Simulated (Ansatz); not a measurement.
Two states of BiMoI

```
CELL_PARAMETERS angstrom
4.34361 0.00000 0.00000
0.00000 4.34361 0.00000
0.00000 0.00000 9.02058
ATOMIC_POSITIONS crystal
Bi 0.25000 0.25000 0.16392
Bi 0.75000 0.75000 0.83608
I 0.25000 0.25000 0.66297
I 0.75000 0.75000 0.33703
Mo 0.75000 0.25000 0.00000
Mo 0.25000 0.75000 0.00000
```

Level: HSE06; 420 eV; 4×4×2 Γ-centred mesh; gaussian occupations (width 0.0143 eV); Ansatz 0.2.0, fixed geometry.

State A: Mo5 up, Mo6 down (collinear spin). State B: Mo5 up, Mo6 up (collinear spin).

Question: Compare the two self-consistent states.

Answer: State A is lower by 6.9 meV an atom at zero smearing. So small a gap isn't resolved on this mesh where a state is a metal.

```csv
state,free energy (meV/atom),largest moment in a small sphere (μB),net moment (μB/cell),gap on mesh (eV),pressure (GPa),largest force (eV/Å)
A,0.0,1.59,0.50,metal,13.9,4.10
B,6.9,1.17,2.87,metal,12.9,3.47
```

Origin: a known structure type with other elements, at an estimated volume, so it need not be a known compound. Caveats: the k mesh is coarse if the cell is a metal; atoms or cell far from equilibrium; the exchange threshold is loose for a stress; the SCF threshold is loose for a stress.
